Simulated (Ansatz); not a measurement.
Al$_{2}$Cu (Al2Cu type, space group I4/mcm)

```xyz
6
Lattice="-3.0010 3.0010 2.4072 3.0010 -3.0010 2.4072 3.0010 3.0010 -2.4072" Properties=species:S:1:pos:R:3 pbc="T T T"
Al     0.9539     3.9549     0.0000
Al     0.9539     2.0471     2.4072
Al     2.0471     0.9539     0.0000
Al     2.0471    -0.9539     2.4072
Cu     0.0000     0.0000     1.2036
Cu     0.0000     0.0000     3.6108
```

The slice is a (100) plane (indices of the conventional cell) through the point (0.341, 0.841, 0.182) (fractional), spanned by u = [110] and v = [101] in vectors of this cell: u (4.81 Å) and v (6.00 Å, at 90° to u). It covers one period; positions are fractions (u, v).

Method: PBEsol (plane waves to 420 eV, PAW, scalar-relativistic; Ansatz, a program for electronic structure). k mesh 12×12×12. Near the nuclei the fields are pseudised (PAW); where an atom keeps semicore shells as valence, they peak there. Al2Cu is run without spin polarisation. Al2Cu was relaxed with its symmetry unable to fall. The PAW data are Ansatz's earlier set.

Three fields on this plane, each scaled to ten steps between its own extremes (0 low, 9 high; the total valence density on a logarithmic scale, the potential cut 8 eV below its top; x marks points blanked near nuclei; v = 0 in the bottom row):

Map A
```
|xxxx864311113468xxx|
|xxxx976533335679xxx|
|xxx99776655667799xx|
|8898767788887767898|
|7764335789987533467|
|5531112478874211135|
|4410000257752000014|
|5410xx01355310xx024|
|7531xx00244200xx135|
|8752100135531001257|
|9875323456654323578|
|8887656788887656788|
|66777899xxxx9987776|
|4456789xxxxxx987654|
|123468xxxxxxxx86432|
|001257xxxxxxxx75210|
|001246xxxxxxxx64210|
|222245xxxxxxxx54222|
|5544457xxxxxx754445|
|66665566xxxx6655666|
|xxx76545566554567xx|
|xxxx643333333346xxx|
|xxxx653111111356xxx|
|xxxx653100001356xxx|
```

Map B
```
|xxxx068988789860xxx|
|xxxx378866678873xxx|
|xxx16887544578861xx|
|0035787643346787530|
|6677776543345677776|
|8886555544445555788|
|9875213456655312578|
|8764xx25677652xx467|
|6654xx36788763xx456|
|5554445789987544455|
|3345667777777766544|
|2356777543345777653|
|34578751xxxx1578754|
|5578861xxxxxx168875|
|778885xxxxxxxx58887|
|899984xxxxxxxx48999|
|999984xxxxxxxx48999|
|999985xxxxxxxx58999|
|6678873xxxxxx378876|
|00368863xxxx3688630|
|xxx16887544578861xx|
|xxxx379988889973xxx|
|xxxx079999999970xxx|
|xxxx069999999960xxx|
```

Map C
```
|xxxx432100001234xxx|
|xxxx432221122234xxx|
|xxx55443333334455xx|
|5555555544445555555|
|4455666655556666554|
|4456788766667887654|
|4568999866668999865|
|5578xx98655689xx875|
|6679xx97555579xx976|
|6678888654456888876|
|6666776554455677666|
|5555555555555555555|
|33444555xxxx5554443|
|2223345xxxxxx543322|
|111224xxxxxxxx42211|
|000123xxxxxxxx32100|
|000013xxxxxxxx31000|
|000112xxxxxxxx21100|
|2221223xxxxxx322122|
|33322223xxxx3222233|
|xxx32222233222223xx|
|xxxx321111111123xxx|
|xxxx321000000123xxx|
|xxxx321000000123xxx|
```

Q: Assign the maps to these fields: electron localisation function (ELF); valence electron density; electrostatic potential energy of an electron, from the cell's mean.

A: A is the electron localisation function (ELF); B is the electrostatic potential energy of an electron, from the cell's mean; C is the valence electron density.
